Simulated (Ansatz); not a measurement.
CdS:
```
CdS
1.0
    4.12437     0.00000     0.00000
   -2.06219     3.57181     0.00000
    0.00000     0.00000     6.70978
Cd S
2 2
Direct
  0.66667   0.33333   0.50021
  0.33333   0.66667   0.00021
  0.66667   0.33333   0.87679
  0.33333   0.66667   0.37679
```

PBEsol in the plane-wave PAW code Ansatz gives a gap of 1.09 eV without spin–orbit coupling, maximum at Γ, minimum at Γ.

Problem. What happens when spin–orbit coupling is switched on?

Solution. The gap drops by 0.01 eV, to 1.08 eV; maximum at Γ, minimum at Γ.

Problem. Give the electron effective mass with spin–orbit coupling.

Solution. 0.11, 0.12, 0.12 mₑ (principal values).

Problem. Give the hole effective mass with spin–orbit coupling.

Solution. 0.25, 0.25, 1.6 mₑ (principal values).

Space group P6_3mc (wurtzite). The cell was relaxed with PBEsol under the symmetry of its start.

Potentials: the earlier of the program's two PAW sets. The files were generated under PBE; for other functionals the program regenerates the frozen cores, and for LDA and PBEsol the local potential too.
